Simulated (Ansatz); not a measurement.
A scan (energy against volume; even scaling of the relaxed cell, symmetry kept) gave these values. All values below come from PBEsol (plane waves to 420 eV, PAW, scalar-relativistic; Ansatz, a first-principles code).

Bulk modulus at fixed cell shape B₀ (third-order Birch-Murnaghan fit): 185 GPa
Pressure derivative B₀′ (fit): 4.6
Equilibrium volume of the fit: 11.80 Å³/atom

### Question
Of these crystals, all scanned alike, which one is it?
(A) HgS (cinnabar type, space group P3_221)
(B) NiSi (MnP type, space group Pnma)
(C) SiSe₂ (SiS2 type, space group Ibam)

### Answer
B, NiSi (MnP type, space group Pnma). The others have, for the bulk modulus at fixed cell shape: HgS 23.0 GPa, SiSe2 13.6 GPa

All were relaxed with their symmetry unable to fall. NiSi is run without spin polarisation. Spin-orbit coupling is left out. With the shape held, the modulus is that of even scaling; a crystal free to change shape is softer.

(A scan under strain: stresses follow from slopes of the energy per volume, elastic moduli from its curvatures.)
